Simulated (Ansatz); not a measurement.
All numbers below come from DFT PBE, scalar-relativistic, plane waves, PAW, and for the lanthanide a 4f-in-core norm-conserving potential, in Ansatz. All cells share a 690 eV cutoff and Γ-centred k meshes spaced at most about 0.3 Å⁻¹ (about 0.25 or finer for metals, 2π included). No spin polarisation in the final relaxations.

These are static total energies at zero pressure.

Compare these two cells of SmSi4, each relaxed at this level.

A.

```
Sm Si
1.0
    -4.33945    4.33945    1.65411
     4.33945   -4.33945    1.65411
     4.33945    4.33945   -1.65411
Sm Si
1 4
Direct
  0.50000 0.50000 0.00000
  0.50000 0.84558 0.34558
  0.50000 0.15442 0.65442
  0.84558 0.50000 0.34558
  0.15442 0.50000 0.65442
```

B.

```
Sm Si
1.0
     3.88022    0.00000    0.00000
    -1.94011    3.36037    0.00000
     0.00000    0.00000   15.04076
Sm Si
2 8
Direct
  0.66667 0.33333 0.00000
  0.33333 0.66667 0.50000
  0.33333 0.66667 0.86700
  0.00000 0.00000 0.36138
  0.33333 0.66667 0.13300
  0.00000 0.00000 0.63862
  0.66667 0.33333 0.79926
  0.66667 0.33333 0.20074
  0.33333 0.66667 0.29904
  0.33333 0.66667 0.70096
```

**Question.** Which would you expect to be lower, and how large is the difference?

**Answer.** B is lower, by 0.57 eV/atom. A has space group I4/mmm (No. 139), 24.9 Å³/atom and no gap on its mesh; B has space group P-6m2 (No. 187), 19.6 Å³/atom and no gap. Counting Si atoms around Sm (those within 1.25 times the shortest such distance or 1.15 times the sum of covalent radii), A has Sm 4 and B has Sm 8. A holds Si–Si chains (shortest 2.52 Å); B holds Si–Si nets (shortest 2.43 Å). The denser one is the lower, and pressure would at first widen the difference. In A, around Sm lie 4 Si at 3.00 Å and 2 Sm at 3.31 Å; Si is surrounded by 4 Si at 2.52 Å, 1 Si at 2.68 Å, 1 Sm at 3.00 Å and 2 Si at 3.31 Å. In B, Sm on its first site has 8 Si at 3.00–3.02 Å; Sm on its second site has 8 Si at 3.02–3.06 Å; Si on its first site is surrounded by 4 Si at 2.46–2.50 Å and 3 Sm at 3.00 Å; 3 more sites not described. Both come from invented guesses.

Cells relaxed within their symmetry can be saddle points.

The lanthanide is trivalent by construction, without f bands, f moments or other valences.
